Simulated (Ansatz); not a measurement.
Pd, first-principles data

Pd (diamond, space group No. 227), a = b = c = 5.736 Å, α = β = γ = 90.00°; the cell used has 2 atoms.

Space group Fd-3m (No. 227), diamond; conventional cell a = b = c = 5.736 Å, α = β = γ = 90.00°.

Method: DFT-r²SCAN in the program Ansatz with PAW potentials. The cell and atoms are relaxed at this level. Other levels are named where they apply.

### Cell and energy

```yaml
volume_per_atom: 23.59 Å³
density: 7.49 g/cm³
```

### Electronic structure

```yaml
electronic_character: metallic (no gap)
Density of states at the Fermi level: 4.2 states/eV per atom (mean over ±0.08 eV)
Gap with spin–orbit coupling: none (metallic)
```

### Mechanics

```yaml
Bulk modulus (Birch–Murnaghan fit): 77.3 GPa
Pressure derivative B′: 5.4
Elastic constants (relaxed ions, GPa): C11 = 52.9, C12 = 90.0, C44 = -27.1
mechanical_stability: unstable (C has a negative eigenvalue)
```

The start of the workflow was typed in or built on a structure type; neither database checked (COD, Materials Project) lists it. It is not the phase usual at ambient conditions (space group No. 225). The r²SCAN relaxation kept the symmetry of its start. The run is not spin-polarised. As this level gives no gap, shear constants depend on the k-mesh and smearing (Fermi–Dirac, 0.1 eV here). Scalar-relativistic: spin–orbit coupling is off unless named, which matters more the heavier the elements.

Potentials: the later of the program's two PAW sets.
